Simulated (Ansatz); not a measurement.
## Computed properties of TePtSe

TePtSe:
```
TePtSe
1.0
    3.90571     0.00000     0.00000
   -1.95286     3.38245     0.00000
    0.00000     0.00000     5.17117
Te Pt Se
1 1 1
Direct
  0.00000   0.00000   0.26020
  0.33333   0.66667   0.99208
  0.66667   0.33333   0.74772
```

Space group P3m1 (No. 156); conventional cell a = b = 3.9057 Å, c = 5.1712 Å, α = β = 90.00°, γ = 120.00°.

Method: plane-wave PAW r²SCAN+D4 (Ansatz code). Geometry: relaxed at this level of theory. Other levels are named where they apply.

### Cell and energy

Volume per atom: 22.77 Å³
Density: 9.76 g/cm³
Formation energy from the elements (no fitted shifts): -0.43 eV/atom

### Electronic structure

Electronic character: metallic (no gap)
Density of states at the Fermi level: 0.26 states/eV per atom (mean over ±0.08 eV)
Gap with spin–orbit coupling: none (metallic)

### Phonons

- Highest zone-centre frequency: 194 cm⁻¹
- Zone-centre stability: no imaginary mode at Γ

### Charges

Bader charges: Te +0.41, Pt -0.18, Se -0.23 e

The first step of the workflow began from a Materials Project structure, measured or hypothetical; the Crystallography Open Database copy checked does not list it. With Te and Se taken as one species the cell has the higher symmetry P-3m1, so it may be an ordered model of a mixed-site phase. Its standing as an ambient phase is unchecked. The cell was relaxed with r²SCAN+D4 under the symmetry of its start. The run is not spin-polarised. As this level gives no gap, phonon frequencies hold no LO–TO term and depend on the k-mesh and smearing (Fermi–Dirac, 0.1 eV here). The references are the lowest solids computed at this level, not always the standard phases. Spin–orbit coupling is left out wherever it is not named.

Potentials: the later of the program's two PAW sets.
